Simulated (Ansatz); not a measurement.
Theory: DFT PBE, scalar-relativistic, plane waves, PAW (Ansatz 0.2.0). Settings: cutoff 420 eV, Γ-centred meshes spaced at most about 0.3 Å⁻¹, and about 0.25 Å⁻¹ or finer for metals (2π included), Gaussian smearing. Collinear spin in cells that started with moments and kept them past the coarse steps, no spin elsewhere.

These are static total energies at zero pressure.

Compare these two cells of Ta3Ti, each relaxed at this level.

A. (site moments under 0.1 μB)

```xyz
4
Lattice="0.0000 3.3005 3.3005 3.3005 0.0000 3.3005 3.3005 3.3005 0.0000" Properties=species:S:1:pos:R:3 pbc="T T T"
Ti    0.0000    0.0000    0.0000
Ta    1.6502    1.6502    1.6502
Ta    4.9507    4.9507    4.9507
Ta    3.3005    3.3005    3.3005
```

B. (no spin)

```xyz
4
Lattice="-2.7194 2.7194 2.7194 2.7194 -2.7194 2.7194 2.7194 2.7194 -2.7194" Properties=species:S:1:pos:R:3 pbc="T T T"
Ti    0.0000    0.0000    0.0000
Ta    2.7194    0.0000    0.0000
Ta    0.0000    2.7194    0.0000
Ta    0.0000    0.0000    2.7194
```

Problem. Which would you expect to be lower, and how large is the difference?

Solution. A is lower, by 1.04 eV/atom. A has the BiF3 (D0_3) type, space group Fm-3m (No. 225), 18.0 Å³/atom and no gap on its mesh; B has space group Im-3m (No. 229), 20.1 Å³/atom and no gap. Counting all near atoms (those within 1.25 times the shortest distance at each site; a plus sign parts nearer from farther groups), A has Ta 8+6, Ti 8+6 and B has Ta 6, Ti 6. The denser one is the lower, and pressure would at first widen the difference. Even the lower one lies +0.05 eV/atom against the reference forms of the elements (uncorrected), so neither is stable at this level. Both come from invented guesses.

Spin–orbit coupling, which can matter for Ta, is left out. Cells relaxed within their symmetry can be saddle points.
